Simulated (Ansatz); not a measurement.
MgTiNO:
```
CELL_PARAMETERS angstrom
      2.97697     0.00000     0.00000
      0.00000     2.97697     0.00000
      0.00000     0.00000    17.05889
ATOMIC_POSITIONS crystal
  Ti 0.50000 0.00000 0.81740
  N  0.00000 0.50000 0.81139
  Ti 0.00000 0.50000 0.93778
  N  0.50000 0.00000 0.93776
  Ti 0.50000 0.00000 0.06222
  N  0.00000 0.50000 0.06224
  Ti 0.00000 0.50000 0.18260
  N  0.50000 0.00000 0.18861
  Mg 0.50000 0.00000 0.31483
  O  0.00000 0.50000 0.31509
  Mg 0.00000 0.50000 0.43836
  O  0.50000 0.00000 0.43835
  Mg 0.50000 0.00000 0.56164
  O  0.00000 0.50000 0.56165
  Mg 0.00000 0.50000 0.68517
  O  0.50000 0.00000 0.68491
```

Relaxed with r²SCAN.

### Question
Map the electron localisation function on the plane through (0.500, 0.000, 0.817) spanned by u = [0, 0, 1] and v = [1, 1, 0] in lattice vectors, from plane-wave PAW r²SCAN (Ansatz code).

### Answer
x is the fraction of u, y of v (the angle between them is 90°; rows are the nearest grid lines); atoms in the plane: Ti at (0.00, 0.00), N at (0.99, 0.50), Ti at (0.12, 0.50), N at (0.12, 0.00), Ti at (0.24, 0.00), N at (0.24, 0.50), Ti at (0.37, 0.50), N at (0.37, 0.00), Mg at (0.50, 0.00), O at (0.50, 0.50).
```
|6828609548681960990340982980203196395396|
|7818729548781872980340985980313198594297|
|8818979428870897980330998970432199994188|
|8607999417850799970100799950120189992068|
|3105887302311578840000599820000059971023|
|1112222111111223310220156401222025530111|
|6420110135652011002771000003886100000466|
|9830463069983155205994001007999300101799|
|9941887089993388507997034108999503401999|
|5953988198594598808998032309979703221985|
|0954868196094687809898030409739702131950|
|0954868196094687809898030409739702131950|
|5953988198594598808998032309979703221985|
|9941887089993388507997034108999503401999|
|9830463069983155205994001007999300101799|
|6420110135652011002771000003886100000466|
|1112222111111223310220156401222025530111|
|3105887302311578840000599820000059971023|
|8607999417850799970100799950120189992068|
|8818979428870897980330998970432199994188|
|7818729548781872980340985980313198594297|
|6828609548681960990340982980203196395396|
```
Scale: ten equal steps from 0.027 (start of '0') to 0.828 (end of '9'), in the order '0123456789'; x runs from 0.000 to 1.00, y from 0.000 (bottom) to 1.00 (top).

The density is the valence pseudo-density with augmentation charge, so density and ELF within about 1 Å of a nucleus are not all-electron values.

Space group P4/nmm. The start of the workflow was typed in or built on a structure type; neither database checked (COD, Materials Project) lists it. Whether it is the stable phase at ambient conditions was not checked. Symmetry was held in the r²SCAN relaxation; whether a distortion lowers the energy is not shown. The workflow began spin-polarised and lost its moments.

Potentials: the earlier of the program's two PAW sets.
